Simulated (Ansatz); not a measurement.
Input and command of a plane-wave DFT calculation in Ansatz:

```yaml
crystal:
  lattice:
    - [1.2713779926, 0.7340304263, 4.152303136]
    - [-1.2713779926, 0.7340304263, 4.152303136]
    - [0.0, -1.4680608525, 4.152303136]
  atoms:
    - { symbol: Ti, position: [0.0, 0.0, 0.0] }
    - { symbol: Ge, position: [0.5, 0.5, 0.5] }
basis:
  ecutwfc: 420
kpoints:
  mp_grid: { grid: [12, 12, 12] }
hamiltonian:
  xc: pbe
scf:
  occupations: { method: gaussian, width: 0.1 }
output:
  forces: true
  stress: true
  eigenvalues: true
relax:
  adjacent_minimum: "off"
  f_tol: 0.05
  max_steps: 80
  cell: { stress_tol: 0.5 }
```

```bash
ansatz run input.yaml --threads 2 --pin off --max-ram 7168MiB --backend cpu --events-out ev --progress --plain --runs-dir out
```

Processor: Intel(R) Xeon(R) Platinum 8259CL CPU @ 2.50GHz (Skylake/Cascade Lake), 2 threads, on a host shared with other jobs.

Problem. How long does it run, and how much memory does it take?

Solution. About 38 s on 2 threads of Intel(R) Xeon(R) Platinum 8259CL CPU @ 2.50GHz (Skylake/Cascade Lake), with other jobs on the host, peak memory 0.45 GiB. It solves 17 bands at 189 k points (the mesh reduced by symmetry) with about 645 plane waves (on the last cell), in 61 SCF iterations over 10 ionic steps.
